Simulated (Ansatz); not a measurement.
The end of the path is a generated cell of NaGeCl3: the first start was made by placing the elements on the sites of a structure type, and the end was not matched to a known phase here, so it may be hypothetical.

A geometry of NaGeCl₃ away from equilibrium: the start of the relaxation of a generated cell, NaGeCl3 placed in the GdFeO3 structure type. These are PBEsol (plane waves to 420 eV, PAW, scalar-relativistic; Ansatz, a quantum-chemistry and plane-wave program) values and carry that method's errors. Γ-centred k-mesh 3×2×3 on the run's cell (coarser than for final values), Fermi–Dirac smearing 0.05 eV.

```xyz
20
Lattice="6.8654 0.0000 0.0000 0.0000 9.6870 0.0000 0.0000 0.0000 6.8424" Properties=species:S:1:pos:R:3:forces:R:3 pbc="T T T" free_energy=-35668.467 pressure_GPa=5.5
Na     3.3482     2.4218     6.7850   -0.0881    0.0000    0.0074
Na     6.7809     2.4218     3.4787   -0.0881    0.0000   -0.0074
Na     3.5171     7.2653     0.0575    0.0881    0.0000   -0.0074
Na     0.0844     7.2653     3.3637    0.0881    0.0000    0.0074
Ge     0.0000     0.0000     0.0000    0.0000    0.0000    0.0000
Ge     3.4327     4.8435     3.4212    0.0000    0.0000    0.0000
Ge     0.0000     4.8435     0.0000    0.0000    0.0000    0.0000
Ge     3.4327     0.0000     3.4212    0.0000    0.0000    0.0000
Cl     0.2149     2.4218     0.4010    0.0852    0.0000    0.6127
Cl     3.6476     2.4218     3.0203    0.0852    0.0000   -0.6127
Cl     6.6505     7.2653     6.4415   -0.0852    0.0000   -0.6127
Cl     3.2178     7.2653     3.8222   -0.0852    0.0000    0.6127
Cl     1.9772     5.2019     1.4574    0.1831    0.2392   -0.3148
Cl     5.4099     9.3286     1.9638    0.1831   -0.2392    0.3148
Cl     4.8881     0.3584     5.3850   -0.1831    0.2392    0.3148
Cl     1.4555     4.4851     4.8787   -0.1831   -0.2392   -0.3148
Cl     4.8881     4.4851     5.3850   -0.1831   -0.2392    0.3148
Cl     1.4555     0.3584     4.8787   -0.1831    0.2392   -0.3148
Cl     1.9772     9.3286     1.4574    0.1831   -0.2392   -0.3148
Cl     5.4099     5.2019     1.9638    0.1831    0.2392    0.3148
```

Positions in Å, forces in eV/Å, free energy of the cell in eV (comparable only within this code, potentials and settings). Largest force: 0.62 eV/Å, on Cl9, Cl10, Cl11, Cl12 (atoms numbered as listed); the geometry lies 0.11 eV/atom above the end of its relaxation.

No spin polarisation in the result.

The run could not lose the symmetry of its start, so the end can be a saddle point.
